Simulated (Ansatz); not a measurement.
This Zr2Si2C structure is the end of a relaxation. The cell was found from a structure generator's guess, not taken from experiment.

These are results of Ansatz 0.2.0, DFT PBE, scalar-relativistic, plane waves, PAW, not measurements. Cutoff 420 eV, Γ-centred mesh, Gaussian smearing, no spin polarisation.

```yaml
crystal:
  lattice:
    - [4.54453, 0.00000, 0.00000]
    - [0.00000, 3.17115, 0.00000]
    - [-1.09286, 0.00000, 5.39096]
  atoms:
    - { symbol: Zr, position: [0.07875, 0.50000, 0.22585] }
    - { symbol: Zr, position: [0.46606, 0.00000, 0.75550] }
    - { symbol: Si, position: [0.95903, 0.50000, 0.72776] }
    - { symbol: Si, position: [0.57447, 0.00000, 0.26470] }
    - { symbol: C, position: [0.92169, 0.00000, 0.52619] }
```

The zero of energy is the elements' standard structures at the same level; no fitted shifts are applied.

Problem. Find its symmetry and describe it.

Solution. Pm (No. 6). Conventional cell: a = 4.545 Å, b = 3.171 Å, c = 5.501 Å, β = 101.5°. Zr on its first site is surrounded by 2 C at 2.49 Å, 6 Si at 2.69–2.92 Å and 2 Zr at 3.17 Å; around Zr on its second site lie 2 C at 2.54–2.63 Å, 6 Si at 2.75–2.84 Å and 2 Zr at 3.17 Å; Si on its first site has 2 C at 1.92 Å and 6 Zr at 2.69–2.92 Å; C has 3 Si at 1.91–1.92 Å and 4 Zr at 2.49–2.63 Å; 1 more site not described.

Problem. What is its formation energy per atom?

Solution. −0.42 eV/atom.

Problem. Is it a metal?

Solution. Yes, bands cross the Fermi level on the 8×12×8 mesh.

The last run used an 8×12×8 mesh (in the run's order of axes) for its 5-atom cell and Gaussian smearing of 0.10 eV. The reference form of C is held partly by dispersion forces, which this level lacks. This cell was reached by moving the atoms of another relaxed cell at random and relaxing again, last within the group found; it had no such test of its own. Another cell of Zr2Si2C relaxed alike, in P-3m1, lies 263 meV/atom lower, so this cell isn't the stable form at this level.
